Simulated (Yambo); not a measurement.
Yambo run on RbNH₂ (space group P2_1/m, No. 11). The wavefunctions are PBEsol (Quantum ESPRESSO, PseudoDojo norm-conserving, 84 Ry, scalar-relativistic) ones on a 2×4×2 mesh (16 occupied bands); a = 4.8411 Å, b = 3.9473 Å, c = 6.4122 Å, α = 90.00°, β = 98.92°, γ = 90.00°.

Yambo input:

```
rim_cut
HF_and_locXC
RandQpts= 1000000
RandGvec= 1 Ry
EXXRLvcs= 84 Ry
VXCRLvcs= 336 Ry
% QPkrange
 1 | 1 | 16 | 17 |
 2 | 2 | 16 | 17 |
 6 | 6 | 16 | 17 |
 7 | 7 | 16 | 17 |
 8 | 8 | 16 | 17 |
 11 | 11 | 16 | 17 |
 12 | 12 | 16 | 17 |
%
```

k points by index: 1 = Γ, 2 = (0, 0, -0.5), 6 = (0, -0.5, -0.5), 7 = (-0.5, 0, 0), 8 = (-0.5, 0, -0.5), 11 = (-0.5, -0.5, 0), 12 = (-0.5, -0.5, -0.5).

The o-*.hf file then holds:

```
#    K-point    Band    Eo [eV]    Ehf [eV]    Vxc [eV]    Vnlxc [eV]
#
    1    16    -0.046598    -4.418026    -15.05002    -19.42145
    1    17    1.963108    6.022319    -8.310745    -4.251534
    2    16    0.000000    -4.353213    -15.23987    -19.59309
    2    17    3.159169    7.518785    -9.583481    -5.223864
    6    16    -0.451791    -4.867113    -14.32401    -18.73933
    6    17    4.852669    9.417121    -9.231966    -4.667514
    7    16    -0.642881    -4.931960    -13.74872    -18.03780
    7    17    3.847286    8.422415    -10.37028    -5.795150
    8    16    -0.490386    -4.820256    -14.23976    -18.56963
    8    17    4.134112    8.787788    -10.34294    -5.689260
    11    16    -0.099444    -4.410539    -14.90068    -19.21178
    11    17    4.021303    8.248943    -8.114403    -3.886763
    12    16    -0.146323    -4.443213    -14.79278    -19.08967
    12    17    5.149531    9.656810    -8.611583    -4.104305
```
Exchange alone, without screening.

Geometry of the Materials Project entry, not relaxed at this level.

The structure is a Materials Project entry; no match was found in the copy of COD used, and its stability was not checked.
